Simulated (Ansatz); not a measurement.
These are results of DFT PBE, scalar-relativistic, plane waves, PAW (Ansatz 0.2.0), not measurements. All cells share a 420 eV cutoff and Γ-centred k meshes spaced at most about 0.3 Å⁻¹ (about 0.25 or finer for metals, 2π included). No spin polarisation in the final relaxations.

All energies are static (0 K, no zero-point motion).

Two relaxed structures of ZnSe5:

A.

```xyz
6
Lattice="6.4001 0.0000 0.0000 -3.2001 5.5427 0.0000 0.0000 0.0000 3.6654" Properties=species:S:1:pos:R:3 pbc="T T T"
Zn    0.0000    0.0000    1.8327
Se    4.3591    0.0000    0.0000
Se    3.2001    1.8476    1.8327
Se    1.0205    1.7676    0.0000
Se    0.0000    3.6951    1.8327
Se   -2.1795    3.7751    0.0000
```

B.

```xyz
6
Lattice="7.2335 0.0000 0.0000 -3.6168 6.2644 0.0000 0.0000 0.0000 3.5435" Properties=species:S:1:pos:R:3 pbc="T T T"
Zn    0.0000    0.0000    0.0000
Se    3.6168    0.0000    1.7717
Se    1.8084    3.1322    1.7717
Se   -1.8084    3.1322    1.7717
Se    0.0000    4.1763    0.0000
Se    3.6168    2.0881    0.0000
```

Question: Which form is favoured at zero pressure, and by what margin per atom?

Answer: A is lower, by 178 meV/atom. A has space group P-62m (No. 189), 21.7 Å³/atom and no gap on its mesh; B has space group P6/mmm (No. 191), 26.8 Å³/atom and no gap. Counting Se atoms around Zn (those within 1.25 times the shortest such distance or 1.15 times the sum of covalent radii; the shortest distance is added where it is long for a bond), A has Zn 6 and B has Zn 18 from 4.0 Å. The denser one is the lower, and pressure would at first widen the difference. Even the lower one lies +0.24 eV/atom against the reference forms of the elements (uncorrected), so neither is stable at this level. In A, Zn is surrounded by 6 Se at 2.74 Å; Se on a site of symmetry m2m is surrounded by 2 Zn at 2.74 Å and 4 Se at 2.85 Å; Se on a site of symmetry -6 is surrounded by 6 Se at 2.85 Å. In B, Zn is surrounded by 2 Zn at 3.54 Å and 18 Se at 4.03–4.18 Å (long contacts); Se on a site of symmetry mmm has 4 Se at 2.74 Å, 6 Se at 3.54–3.62 Å and 4 Zn at 4.03 Å; Se on a site of symmetry -6m2 has 6 Se at 2.74 Å. Both come from invented guesses.

Cells relaxed within their symmetry can be saddle points.
